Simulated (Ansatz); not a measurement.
This Al3InAs4 structure is the end of a relaxation. The cell was found from a structure generator's guess, not taken from experiment.

All numbers below come from DFT PBE, scalar-relativistic, plane waves, PAW (Ansatz). Cutoff 420 eV, Γ-centred mesh, Gaussian smearing, no spin polarisation.

```
Al In As
1.0
     4.12522    0.00000    0.00000
     0.00000    4.12522    0.00000
     0.00000    0.00000   11.69310
Al In As
3 1 4
Direct
  0.50000 0.50000 0.25917
  0.00000 0.00000 0.50000
  0.50000 0.50000 0.74083
  0.00000 0.00000 0.00000
  0.50000 0.00000 0.14072
  0.00000 0.50000 0.37962
  0.50000 0.00000 0.62038
  0.00000 0.50000 0.85928
```

The zero of energy is the elements' standard structures at the same level; no fitted shifts are applied.

Question: Find its symmetry and describe it.

Answer: P-4m2 (No. 115), with Al and In ordered on zinc blende sites. Conventional cell: a = 4.125 Å, c = 11.693 Å. Al on a site of symmetry 2mm has 4 As at 2.48–2.50 Å; Al on a site of symmetry -4m2 is surrounded by 4 As at 2.50 Å; around In lie 4 As at 2.64 Å; As on its first site is surrounded by 2 Al at 2.48 Å and 2 In at 2.64 Å; 1 more site not described.

Question: What is its formation energy per atom?

Answer: −0.414 eV/atom. A negative formation energy is needed for stability but isn't enough: competing phases decide.

Question: Is it a metal?

Answer: No, the gap on the 8×8×4 mesh is 1.03 eV.

The last run used an 8×8×4 mesh (in the run's order of axes) for its 8-atom cell and Gaussian smearing of 0.02 eV. Kohn–Sham gaps at this level usually fall short of measured ones. The reference form of As is held partly by dispersion forces, which this level lacks. A structure relaxed within its symmetry needn't be a true minimum.
